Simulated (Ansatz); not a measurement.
MoP:
```yaml
crystal:
  lattice:
    - [3.20677, 0.00000, 0.00000]
    - [-1.60338, 2.77714, 0.00000]
    - [0.00000, 0.00000, 3.17361]
  atoms:
    - { symbol: Mo, position: [0.00000, 0.00000, 0.00000] }
    - { symbol: P, position: [0.33333, 0.66667, 0.50000] }
```

Relaxed with PBEsol. Special points in fractions of this cell's reciprocal vectors: Γ (0.000, 0.000, 0.000); M (0.500, 0.000, 0.000); K (0.333, 0.333, 0.000); A (0.000, 0.000, 0.500); L (0.500, 0.000, 0.500); H (0.333, 0.333, 0.500).

Task: List the band energies nearest the Fermi level at these points for PBEsol (plane waves, PAW; program Ansatz).

Result: In eV from the Fermi level; about four levels below and three above (degenerate sets whole), none deeper than 8.9 eV; points with the same levels are listed once.

| k | below | above |
|---|---|---|
| Γ | -4.30 -3.35 -3.35 -0.66 | 0.30 0.30 4.23 4.23 |
| M | -3.98 -3.84 -1.24 -0.42 | 1.76 2.44 4.73 |
| K | -5.33 -3.78 -1.55 -0.06 | 0.69 0.82 7.01 |
| A | -2.74 -2.74 -1.72 -1.72 | 1.38 2.99 2.99 |
| L | -6.22 -5.32 -4.48 -1.07 | 1.48 1.90 3.65 |
| H | -7.00 -5.76 -3.23 -1.36 | 1.59 3.44 4.30 |

Space group P-6m2. The PBEsol relaxation kept the symmetry of its start; of distortions, only those at the zone centre were tested. The run is not spin-polarised. Spin–orbit coupling is left out wherever it is not named.

Potentials: the earlier of the program's two PAW sets.
